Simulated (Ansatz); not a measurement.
# Structures of Na2H3: which is lowest?

Plane-wave DFT in Ansatz with scalar-relativistic PAW potentials, cutoff 420 eV, Γ-centred meshes chosen by cell and gap, Gaussian smearing with energies taken to zero width. Every cell was relaxed (cell and atoms) in a run of its own, within the symmetry of its start. Functional: PBE.

Relaxed structures (starts from databases or built by putting these elements on another compound's sites):
A. R-3m, 5 atoms in the computed cell, a = 3.325 Å, c = 17.606 Å; sites (symmetry × multiplicity) Na 3m × 6, H -3m × 3 + 3m × 6; start: built
B. R-3c, 10 atoms in the computed cell, a = 6.110 Å, c = 12.905 Å; sites (symmetry × multiplicity) Na 3. × 12, H .2 × 18; start: built

Rank them by energy. Could pressure change the order?

```csv
structure,group,E − E(lowest) (meV/atom),V (Å³/atom),gap on mesh (eV)
A,R-3m,0.0,11.24,0.00
B,R-3c,180,13.91,0.00
```

A is lowest, 180 meV/atom under B. The lowest is also the densest of these, so pressure wouldn't bring one of the others in at first order. Other structures may lie lower than all of these, and vibrations aren't counted.